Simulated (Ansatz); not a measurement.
Ca2H6Os:
Space group Fm-3m (No. 225); a = b = c = 7.213 Å, α = β = γ = 90.00°

```
atom  site  symmetry       x       y       z
----  ----  --------  ------  ------  ------
Ca      8c      -43m  0.2500  0.2500  0.2500
H      24e      4m.m  0.0000  0.0000  0.2375
Os      4a      m-3m  0.0000  0.0000  0.0000
```
(The calculation used a cell of 9 atoms; values per cell refer to that cell.)

Relaxed with r²SCAN.

Problem. Which orbitals make up the states near the band edges in DFT-r²SCAN in the program Ansatz with PAW potentials?

Solution. Top 1 eV of the valence band: Os 5d 91 %. Bottom 1 eV of the conduction band: Os 5d 31 %, H 1s 24 %, outside the projected shells 41 %. Projections are on Löwdin-orthogonalised atomic valence shells; empty p or d shells of many metals are not among them.

Problem. Tabulate the density of states.

Solution. States/eV per cell of 9 atoms, in 0.25 eV bins, energy from the valence-band maximum.

```tsv
E (eV)	total	H 1s	Os 5d	Ca 4s
-7.50	0.00	0.00	0.00	0.00
-7.25	0.22	0.10	0.00	0.06
-7.00	0.45	0.21	0.00	0.11
-6.75	0.66	0.33	0.00	0.14
-6.50	0.94	0.49	0.00	0.16
-6.25	1.51	0.82	0.00	0.19
-6.00	2.31	1.31	0.01	0.18
-5.75	1.92	1.13	0.01	0.05
-5.50	0.00	0.00	0.00	0.00
-5.25	0.00	0.00	0.00	0.00
-5.00	0.36	0.20	0.14	0.00
-4.75	3.70	2.09	1.48	0.03
-4.50	2.53	1.35	1.08	0.03
-4.25	4.50	2.14	2.30	0.01
-4.00	4.50	2.06	2.40	0.01
-3.75	0.83	0.46	0.29	0.06
-3.50	0.85	0.59	0.08	0.13
-3.25	2.39	1.68	0.15	0.43
-3.00	3.41	2.46	0.17	0.56
-2.75	0.96	0.76	0.03	0.09
-2.50	1.94	1.51	0.07	0.25
-2.25	3.59	3.05	0.08	0.24
-2.00	3.78	3.37	0.06	0.09
-1.75	4.79	4.32	0.09	0.04
-1.50	1.88	1.71	0.01	0.00
-1.25	0.00	0.00	0.00	0.00
-1.00	0.00	0.00	0.00	0.00
-0.75	0.18	0.00	0.15	0.02
-0.50	2.10	0.09	1.76	0.15
-0.25	12.35	0.27	11.15	0.26
0.00	9.37	0.06	8.76	0.02
0.25	0.00	0.00	0.00	0.00
0.50	0.00	0.00	0.00	0.00
0.75	0.00	0.00	0.00	0.00
1.00	0.00	0.00	0.00	0.00
1.25	0.00	0.00	0.00	0.00
1.50	0.00	0.00	0.00	0.00
1.75	0.00	0.00	0.00	0.00
2.00	0.00	0.00	0.00	0.00
2.25	0.00	0.00	0.00	0.00
2.50	0.00	0.00	0.00	0.00
2.75	0.00	0.00	0.00	0.00
3.00	0.00	0.00	0.00	0.00
3.25	0.45	0.13	0.18	0.00
3.50	1.55	0.40	0.53	0.03
3.75	1.84	0.43	0.54	0.07
4.00	1.43	0.30	0.36	0.07
4.25	2.17	0.23	0.28	0.06
4.50	3.47	0.25	0.34	0.05
4.75	6.07	0.68	0.93	0.10
5.00	6.64	0.51	0.55	0.26
5.25	3.95	0.19	0.20	0.17
5.50	2.86	0.11	0.12	0.16
5.75	5.14	0.12	0.17	0.27
6.00	2.76	0.05	0.06	0.15
6.25	4.15	0.09	0.16	0.27
6.50	4.84	0.10	0.19	0.34
6.75	8.11	0.11	0.29	0.33
7.00	3.55	0.08	0.12	0.13
7.25	5.02	0.10	0.13	0.11
7.50	6.49	0.22	0.09	0.18
7.75	8.13	0.39	0.10	0.31
8.00	3.46	0.35	0.16	0.22
```

The first step of the workflow began from a Materials Project structure, measured or hypothetical; the Crystallography Open Database copy checked does not list it. Its standing as an ambient phase is unchecked. The r²SCAN relaxation kept the symmetry of its start; whether a distortion lowers the energy is not shown. The run is not spin-polarised. Spin–orbit coupling is left out wherever it is not named.

Potentials: the later of the program's two PAW sets.
